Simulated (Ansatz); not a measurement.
B$_{2}$O:
```yaml
crystal:
  lattice:
    - [2.54453, 0.00000, 0.00000]
    - [-1.27227, 2.20363, 0.00000]
    - [0.00000, 0.00000, 9.69619]
  atoms:
    - { symbol: B, position: [0.00000, 0.00000, 0.41019] }
    - { symbol: B, position: [0.00000, 0.00000, 0.58981] }
    - { symbol: B, position: [0.66667, 0.33333, 0.02845] }
    - { symbol: B, position: [0.33333, 0.66667, 0.97155] }
    - { symbol: O, position: [0.66667, 0.33333, 0.35401] }
    - { symbol: O, position: [0.33333, 0.66667, 0.64599] }
```

Relaxed with r²SCAN+D4. Special points in fractions of this cell's reciprocal vectors: Γ (0.000, 0.000, 0.000); M (0.500, 0.000, 0.000); K (0.333, 0.333, 0.000); A (0.000, 0.000, 0.500); L (0.500, 0.000, 0.500); H (0.333, 0.333, 0.500).

List the band energies nearest the Fermi level at these points for the program Ansatz at the r²SCAN+D4 level (PAW).

In eV from the Fermi level; about four levels below and three above (degenerate sets whole), none deeper than 8.9 eV; points with the same levels are listed once.

```csv
k,below,above
Γ,-6.06 -6.06 -4.69 -2.23,3.85 3.98 3.98
M,-6.91 -6.86 -3.53 -0.06,0.99 2.58 3.61
K,-6.12 -6.12 -5.73 -4.15,3.08 3.08 5.26 5.26
A,-6.06 -6.06 -5.07 -1.88,3.45 3.98 3.98
L,-6.90 -6.89 -3.51 -0.06,0.94 2.91 3.26
H,-6.14 -6.14 -5.73 -4.15,3.11 3.11 5.20 5.20
```

Space group P-3m1. The workflow started from an entry of the Crystallography Open Database (COD). Its standing as an ambient phase is unchecked. The cell was relaxed with r²SCAN+D4 under the symmetry of its start. At this level the phase is mechanically unstable.

Potentials: the later of the program's two PAW sets.
